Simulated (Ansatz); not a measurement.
Sc3SnB (anti-perovskite)

```xyz
5
Lattice="4.6022 0.0000 0.0000 0.0000 4.6022 0.0000 0.0000 0.0000 4.6022" Properties=species:S:1:pos:R:3 pbc="T T T"
Sc     2.3011     0.0000     2.3011
Sc     0.0000     2.3011     2.3011
Sc     2.3011     2.3011     0.0000
Sn     0.0000     0.0000     0.0000
B      2.3011     2.3011     2.3011
```

Two coordinates are scanned: the volume, and the ratio of the stretch along z (the conventional c axis) to the stretch across it. Atoms keep their fractional coordinates.

These are PBEsol (plane waves to 420 eV, PAW, scalar-relativistic; Ansatz, an electronic-structure program) values and carry that method's errors. k mesh 10×10×10 (Γ-centred), Fermi-Dirac smearing 0.05 eV. Stress and pressure are positive under compression. With partly filled bands, the response to shear is sensitive to the k mesh, so small differences along c/a are uncertain. At this level the bands of Sc3SnB touch or barely overlap. Sc3SnB is run without spin polarisation. Sc3SnB was relaxed with its symmetry unable to fall. The last digit holds for this mesh only.

Changes of σzz (GPa) from the point V/V₀ = 1.000, (c/a)/(c/a)₀ = 1.000 when one coordinate moves alone (two changes are said to add if the coupling is within 5 % of the smaller one, nearly so within 20 %):

```
point                               change
----------------------------------  ------
V/V₀ = 1.000, (c/a)/(c/a)₀ = 0.920   10.58
V/V₀ = 1.000, (c/a)/(c/a)₀ = 0.960    5.07
V/V₀ = 0.960, (c/a)/(c/a)₀ = 1.000    3.92
V/V₀ = 0.980, (c/a)/(c/a)₀ = 1.000    1.86
V/V₀ = 1.020, (c/a)/(c/a)₀ = 1.000   -1.69
V/V₀ = 1.040, (c/a)/(c/a)₀ = 1.000   -3.22
V/V₀ = 1.000, (c/a)/(c/a)₀ = 1.040   -4.45
V/V₀ = 1.000, (c/a)/(c/a)₀ = 1.080   -8.26
```

**Question.** What is the change at V/V₀ = 1.020, (c/a)/(c/a)₀ = 0.920, where both move, and how far is it from the sum?

**Answer.** The sum of the single changes is -1.69 + (10.58) = 8.89; the calculation gives 8.48, so the coupling contributes -0.41 (over 20 % of the smaller single change, not additive).

**Question.** Do the two effects add at V/V₀ = 1.020, (c/a)/(c/a)₀ = 1.040? Give the computed change.

**Answer.** The sum of the single changes is -1.69 + (-4.45) = -6.14; the calculation gives -5.92, so the coupling contributes 0.22 (under 20 % of the smaller single change, nearly additive).

**Question.** What is the change at V/V₀ = 0.960, (c/a)/(c/a)₀ = 0.960, where both move, and how far is it from the sum?

**Answer.** The sum of the single changes is 3.92 + (5.07) = 8.99; the calculation gives 9.46, so the coupling contributes 0.47 (under 20 % of the smaller single change, nearly additive).

(A scan under strain: stresses follow from slopes of the energy per volume, elastic moduli from its curvatures.)
